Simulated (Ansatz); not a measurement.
## C (P6_3/mmc), two-dimensional strain map

Theory: DFT PBE, scalar-relativistic, plane waves, PAW (Ansatz). Settings: plane waves to 420 eV, k-mesh 12×12×4 (Γ-centred), Gaussian smearing 0.05 eV. No spin polarisation. Energies are free energies at this smearing, counted from the undisturbed cell; pressure is positive in compression.

The undisturbed cell (relaxed at this level):

```
C
1.0
     2.51802    0.00000    0.00000
    -1.25901    2.18067    0.00000
     0.00000    0.00000    8.30459
C
8
Direct
  0.00000 0.00000 0.09297
  0.00000 0.00000 0.59297
  0.00000 0.00000 0.40703
  0.00000 0.00000 0.90703
  0.33333 0.66667 0.15553
  0.66667 0.33333 0.65553
  0.33333 0.66667 0.34447
  0.66667 0.33333 0.84447
```

The cell is strained by p along both x and y and by q along z, fractional coordinates fixed. Points are written (p, q).

p was sampled at -0.050, -0.025, 0.000, 0.025, 0.050 and q at -0.050, -0.025, 0.000, 0.025, 0.050.

**Question.** Where on the computed points is the energy highest, and how high?

**Answer.** At (-0.050, -0.050): 199.1 meV/atom.

**Question.** Away from (0, 0), which computed point is lowest?

**Answer.** (0.000, 0.025): 12.9 meV/atom.

The map, in meV/atom:

| p \ q | -0.050 | -0.025 | 0.000 | 0.025 | 0.050 |
| --- | --- | --- | --- | --- | --- |
| -0.050 | 199.1 | 146.6 | 127.7 | 136.6 | 168.8 |
| -0.025 | 96.3 | 46.5 | 29.9 | 41.1 | 75.4 |
| 0.000 | 62.4 | 14.6 | 0.0 | 12.9 | 48.7 |
| 0.025 | 85.5 | 39.5 | 26.3 | 40.5 | 77.4 |
| 0.050 | 155.5 | 110.9 | 99.0 | 114.1 | 151.7 |

Cost: 25 runs of about 3.3 core-minutes in all, on Intel Xeon Processor @ 2.50GHz (Skylake/Cascade Lake) (shared hosts).